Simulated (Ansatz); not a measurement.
Data:

Relaxed TiTe2 (CdI2 type):

```xyz
6
Lattice="7.3946 0.0000 0.0000 -1.8487 3.2020 0.0000 0.0000 0.0000 6.3840" Properties=species:S:1:pos:R:3 pbc="T T T"
Ti     0.0000     0.0000     0.0000
Ti     3.6973     0.0000     0.0000
Te     0.0000     2.1346     1.7307
Te     3.6973     2.1346     1.7307
Te     1.8487     1.0673     4.6533
Te     5.5460     1.0673     4.6533
```

In this cell atom 3 (Te, nearest neighbour Ti at 2.748 Å; its periodic images, 3.7 Å or more away, move with it) is moved by s along Cartesian x, unit vector (1.000, 0.000, 0.000); all other atoms and the cell stay fixed.

All values below come from PBE-D3(BJ) (plane waves to 420 eV, PAW, scalar-relativistic; Ansatz, a first-principles code). k mesh 6×12×6 (Γ-centred), Fermi-Dirac smearing 0.05 eV. Energies are smeared free energies. With partly filled bands, energies and forces of such displacements shift with the k mesh and the smearing. Spin-orbit coupling is left out, though Te is heavy. TiTe2 is run without spin polarisation. TiTe2 was relaxed with its symmetry unable to fall. The zero of ΔE is the undisplaced structure.

The scan covers s from -0.270 to 0.270 Å in 11 points.

### Question
Is this a single well or a double well?

### Answer
A single well with its minimum at or next to zero displacement.

### Question
What is the force constant k = d²E/ds² of this move at s = 0?

### Answer
5.79 eV/Å².

(For displaced atoms, the force is minus the slope of the energy, and its curvature is a force constant, which sets phonon frequencies.)
